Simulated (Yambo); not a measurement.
Yambo run on Si (space group P6_3/mmc, No. 194). The wavefunctions are LDA (pw.x of Quantum ESPRESSO, ONCV potentials, no spin-orbit coupling) ones on a 6×6×2 mesh (8 occupied bands); a = 3.7993 Å, b = 3.7993 Å, c = 6.2738 Å, α = 90.00°, β = 90.00°, γ = 120.00°.

Yambo input:

```
rim_cut
gw0
dyson
el_el_corr
HF_and_locXC
mpa
em1d
RandQpts= 1000000
RandGvec= 1 Ry
EXXRLvcs= 32 Ry
VXCRLvcs= 128 Ry
Chimod= "HARTREE"
% BndsRnXm
 1 | 176 |
%
NGsBlkXm= 10 Ry
% LongDrXm
 1.0 | 1.0 | 1.0 |
%
EnSampXm= "2l"
EnGridXm= "lP"
% EnRngeXm
 0.0 | 40.0 | eV
%
% ImRngeXm
 2.72114 | 27.21138 | eV
%
% DmRngeXm
 0.02721 | 2.72114 | eV
%
ETStpsXm= 8
IntSolXm= "PT"
% GbndRnge
 1 | 176 |
%
GTermKind= "none"
DysSolver= "n"
ExtendOut
% QPkrange
 1 | 1 | 8 | 9 |
 7 | 7 | 9 | 9 |
%
```

k points by index: 1 = Γ, 7 = M.

Resulting energies as the program prints them:

```
#    K-point    Band    Eo [eV]    E [eV]    E-Eo [eV]    Vxc [eV]    Vnlxc [eV]    Sc|Eo [eV]    Sc|E [eV]    dSc/dw|Eo [eV]    Re(Z)    Im(Z)
#
    1    8    0.000000    -0.652136    -0.652136    -11.41745    -12.83627    0.561727    0.766692    -8.544888    0.761017    -0.002331
    1    9    0.985210    1.047636    0.062425    -10.18323    -6.215895    -3.886121    -3.904907    -8.209140    0.768230    -0.002373
    7    9    0.272559    0.340876    0.068317    -9.239255    -5.472480    -3.678878    -3.698457    -7.817233    0.776826    -0.002334
```
(The two width columns are left out.) Convergence of these settings isn't established.

Geometry relaxed with LDA.

This is not the ordinary phase of the substance; no match was found in the copy of COD used, and its stability was not checked.
